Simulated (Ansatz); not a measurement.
The calculation used Ansatz, DFT r2SCAN, scalar-relativistic, plane waves, PAW.

Structure of Cs2AgSbBr6:

```yaml
crystal:
  lattice:
    - [0.00000, 5.62102, 5.62102]
    - [5.62102, 0.00000, 5.62102]
    - [5.62102, 5.62102, 0.00000]
  atoms:
    - { symbol: Cs, position: [0.75000, 0.75000, 0.75000] }
    - { symbol: Cs, position: [0.25000, 0.25000, 0.25000] }
    - { symbol: Ag, position: [0.50000, 0.50000, 0.50000] }
    - { symbol: Sb, position: [0.00000, 0.00000, 0.00000] }
    - { symbol: Br, position: [0.75055, 0.24945, 0.24945] }
    - { symbol: Br, position: [0.24945, 0.24945, 0.75055] }
    - { symbol: Br, position: [0.24945, 0.75055, 0.75055] }
    - { symbol: Br, position: [0.24945, 0.75055, 0.24945] }
    - { symbol: Br, position: [0.75055, 0.24945, 0.75055] }
    - { symbol: Br, position: [0.75055, 0.75055, 0.24945] }
```

Plane waves to 500 eV, a k mesh through Γ of 4×4×4 on the computed 10-atom cell and Gaussian smearing (0.02 eV); no spin polarisation.

Levels along Γ–X–U | K–Γ–L–W–X, in eV from a zero inside the gap, sorted by energy at each point. Points in fractions of the primitive reciprocal vectors: Γ (0.000 0.000 0.000), X (0.500 0.000 0.500), U (0.625 0.250 0.625), K (0.375 0.375 0.750), L (0.500 0.500 0.500), W (0.500 0.250 0.750).
```
point k (1/Å, with 2π) band 44  band 45  band 46  band 47  band 48  band 49  band 50
    Γ             0.000    -2.16    -2.16    -1.70    -1.70     1.60     1.60     1.60
    -             0.279    -2.45    -2.17    -1.73    -1.70     1.83     1.83     2.01
    X             0.559    -2.50    -2.18    -1.70    -0.56     2.02     2.02     2.34
    -             0.658    -2.50    -2.21    -1.80    -0.61     1.87     2.16     2.32
    U             0.756    -2.48    -2.34    -2.01    -0.77     1.58     2.26     2.49
    K             0.756    -2.48    -2.34    -2.01    -0.77     1.58     2.26     2.49
    -             1.053    -2.35    -2.28    -2.21    -1.80     1.33     1.88     2.62
    Γ             1.349    -2.16    -2.16    -1.70    -1.70     1.60     1.60     1.60
    -             1.591    -2.27    -2.26    -2.04    -2.04     1.10     2.23     2.23
    L             1.833    -2.47    -2.21    -2.21    -1.82     0.56     2.87     2.87
    -             2.031    -2.46    -2.41    -2.19    -1.16     1.05     2.55     2.72
    W             2.228    -2.41    -2.41    -2.24    -0.68     1.88     2.20     2.20
    -             2.368    -2.50    -2.25    -1.91    -0.63     1.94     2.08     2.30
    X             2.508    -2.50    -2.18    -1.70    -0.56     2.02     2.02     2.34
```

Spin-orbit coupling is left out, which matters for the bands of heavy elements.

Cost: 1 run of about 4.3 core-minutes, on Arm Neoverse V1 (shared hosts).